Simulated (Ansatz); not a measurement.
Ca$_{3}$V$_{2}$O$_{8}$:
```cif
data_Ca6O16V4
_chemical_formula_sum 'Ca6 V4 O16'
_space_group_name_H-M_alt 'C2/m'
_space_group_IT_number 12
_space_group_name_Hall '-C 2y'
_cell_length_a 9.59260
_cell_length_b 5.39192
_cell_length_c 6.74674
_cell_angle_alpha 90.000
_cell_angle_beta 114.388
_cell_angle_gamma 90.000
loop_
_atom_site_label
_atom_site_type_symbol
_atom_site_symmetry_multiplicity
_atom_site_Wyckoff_symbol
_atom_site_fract_x
_atom_site_fract_y
_atom_site_fract_z
_atom_site_occupancy
Ca1 Ca 4 i 0.17732 0.00000 0.58519 1
Ca2 Ca 2 a 0.00000 0.00000 0.00000 1
V1 V 4 i 0.39541 0.00000 0.20839 1
O1 O 8 j 0.00144 0.23795 0.29756 1
O2 O 4 i 0.18136 0.50000 0.06325 1
O3 O 4 i 0.25610 0.00000 0.30526 1
```
(The calculation used a cell of 13 atoms; values per cell refer to that cell.)

Relaxed with LDA.

Task: Give the optical modes at the zone centre with their infrared activity from DFPT, DFT-LDA in the program Ansatz with PAW potentials.

Result: Transverse frequencies, without the LO–TO term; a row sums one degenerate level.

```tsv
ω (cm⁻¹)	degeneracy	IR ((D/Å)²/amu)	activity
78i	1	0.00	IR-inactive
39i	1	5.07	IR
16i	1	3.66	IR
48	1	1.84	IR
129	1	0.00	IR-inactive
133	1	0.00	IR-inactive
134	1	14.17	IR
138	1	0.00	IR-inactive
147	1	13.01	IR
157	1	0.00	IR-inactive
181	1	0.00	IR-inactive
183	1	4.28	IR
192	1	0.00	IR-inactive
223	1	0.00	IR-inactive
234	1	4.93	IR
247	1	4.56	IR
313	1	13.21	IR
313	1	0.00	IR-inactive
326	1	0.00	IR-inactive
329	1	0.00	IR-inactive
354	1	9.75	IR
361	1	0.00	IR-inactive
376	1	2.56	IR
377	1	2.39	IR
389	1	0.11	IR
396	1	0.00	IR-inactive
397	1	0.00	IR-inactive
451	1	0.00	IR-inactive
803	1	51.47	IR
805	1	0.00	IR-inactive
808	1	0.00	IR-inactive
818	1	58.83	IR
867	1	29.09	IR
891	1	0.00	IR-inactive
914	1	0.00	IR-inactive
938	1	25.77	IR
```

Task: How high does the top mode go among those that the LO–TO term moves?

Result: 917 cm⁻¹ for q along x, 936 cm⁻¹ for q along y, 1016 cm⁻¹ for q along z.

The first step of the workflow began from a Materials Project structure, measured or hypothetical; the Crystallography Open Database copy checked does not list it. Its standing as an ambient phase is unchecked. The cell was relaxed with LDA under the symmetry of its start. At this level the phase is dynamically unstable (imaginary phonons). No spin polarisation was allowed. No Hubbard U is applied.

Potentials: the later of the program's two PAW sets.
